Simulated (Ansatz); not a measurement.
The elements of this relaxed trial crystal are hidden behind letters.

```
lattice vectors (Å)
  -2.4438    2.4438    3.6993
   2.4438   -2.4438    3.6993
   2.4438    2.4438   -3.6993
fractional positions
X 0.3433 0.3433 0.0000
X 0.6567 0.6567 0.0000
X 0.0000 0.0000 0.0000
Z 0.5000 0.0000 0.5000
Z 0.0000 0.5000 0.5000
```

Level of theory: Ansatz, DFT PBE, scalar-relativistic, plane waves, PAW. Cutoff 420 eV, Γ-centred 12×12×12 mesh (5-atom cell), Gaussian smearing of 0.10 eV, no spin polarisation.

```
Space group                                 : I4/mmm (No. 139)
Conventional cell                           : a = 4.888 Å, c = 7.399 Å
Volume per atom                             : 17.67 Å³
Density                                     : 2.79 g/cm³
Energy over the elements                    : +0.34 eV/atom
Gap on the 12×12×12 mesh of the 5-atom cell : 0 eV (a metal)
```

Energies are uncorrected and count from the elements' standard states at the same level.

Question: X is a p-block element of period 3 and Z is a p-block element of period 3. Which elements are they?

Answer: X = Si, Z = S, so the formula is Si3S2. Density times volume gives a mean mass of 2.79 × 17.67/1.6605 = 29.7 u per atom, and this set has 29.7 u. Among the elements that the hints allow, noble gases aside, only these give it. Si on a site of symmetry 4mm is surrounded by 1 Si at 2.32 Å, 1 Si at 2.54 Å and 4 S at 2.70 Å; around Si on a site of symmetry 4/mmm lie 4 S at 2.44 Å and 2 Si at 2.54 Å; around S lie 2 Si at 2.44 Å and 4 Si at 2.70 Å.

Symmetry constrained the relaxation, so the result can be a saddle point. Another cell of Si3S2 relaxed alike, in R-3m, lies 281 meV/atom lower, so this cell isn't the stable form at this level.
